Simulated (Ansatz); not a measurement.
NbPO$_{5}$:
```
NbPO5
1.0
    6.44851     0.00000     0.00000
    0.00000     6.44851     0.00000
    0.00000     0.00000     4.07197
Nb P O
2 2 10
Cartesian
  3.22425   0.00000   0.90169
  0.00000   3.22425   3.17028
  0.00000   0.00000   2.03599
  3.22425   3.22425   2.03599
  0.00000   5.19052   2.91698
  4.48224   3.22425   2.91698
  0.00000   1.25799   2.91698
  1.96627   3.22425   2.91698
  3.22425   4.48224   1.15499
  1.25799   0.00000   1.15499
  3.22425   1.96627   1.15499
  5.19052   0.00000   1.15499
  0.00000   3.22425   0.86734
  3.22425   0.00000   3.20463
```

Tensor components refer to the Cartesian frame of this cell.

Q: Give the high-frequency dielectric tensor and the Born effective charge tensors of the independent atoms from DFPT, PBEsol (plane waves, PAW; program Ansatz).

A: 
ε∞:
```
4.22  0.00  0.00
0.00  4.22  0.00
0.00  0.00  4.07
```
Z* of atom 1 (Nb), rows: field, columns: displacement, in e:
```
6.41  0.00  0.00
0.00  6.41  0.00
0.00  0.00  6.35
```
Z* of atom 3 (P), rows: field, columns: displacement, in e:
```
5.75  0.00  0.00
0.00  5.75  0.00
0.00  0.00  3.51
```
Z* of atom 5 (O), rows: field, columns: displacement, in e:
```
-1.29   0.00   0.00
 0.00  -4.36   1.15
 0.00   0.70  -1.28
```
Z* of atom 13 (O), rows: field, columns: displacement, in e:
```
-0.87   0.00   0.00
 0.00  -0.87   0.00
 0.00   0.00  -4.74
```

Static charges for comparison (Bader): Nb1 +2.80, P3 +3.80, O5 -1.40, O13 -1.01 e. Born charges measure polarisation by displacement and can exceed these by far.

Space group P4/nmm. The workflow started from a Materials Project entry (that database holds measured and hypothetical structures alike); the Crystallography Open Database files this formula in space group No. 129, but the cells were not matched. Its standing as an ambient phase is unchecked. The cell was relaxed with PBEsol under the symmetry of its start; its stability against distortions is not shown here. No spin polarisation was allowed. Scalar-relativistic: spin–orbit coupling is off unless named, which matters more the heavier the elements.

Potentials: the later of the program's two PAW sets.
